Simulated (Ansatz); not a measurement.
HfC:
```
CELL_PARAMETERS angstrom
      0.00000     2.30336     2.30336
      2.30336     0.00000     2.30336
      2.30336     2.30336     0.00000
ATOMIC_POSITIONS crystal
  C  0.00000 0.00000 0.00000
  Hf 0.50000 0.50000 0.50000
```

Relaxed with PBEsol. Special points in fractions of this cell's reciprocal vectors: Γ (0.000, 0.000, 0.000); X (0.500, 0.000, 0.500); U (0.625, 0.250, 0.625); K (0.375, 0.375, 0.750); L (0.500, 0.500, 0.500); W (0.500, 0.250, 0.750).

Task: List the band energies nearest the Fermi level at these points for PBEsol in the plane-wave PAW code Ansatz.

Result: In eV from the Fermi level; about four levels below and three above (degenerate sets whole), none deeper than 8.9 eV; points with the same levels are listed once.

```tsv
k	below	above
Γ	–	1.12 1.12 1.12
X	-2.56 -1.93	0.00 0.00 5.45
U	-3.58 -2.73 -1.65	1.60 5.93 6.33
L	-8.31 -6.30 -3.10 -3.10	5.44 5.44 5.93
W	-3.04 -2.74 -2.74	3.75 3.75 6.95
```

Space group Fm-3m (rock salt). The PBEsol relaxation kept the symmetry of its start; of distortions, only those at the zone centre were tested. No spin polarisation was allowed. Spin–orbit coupling is left out wherever it is not named.

Potentials: the later of the program's two PAW sets.
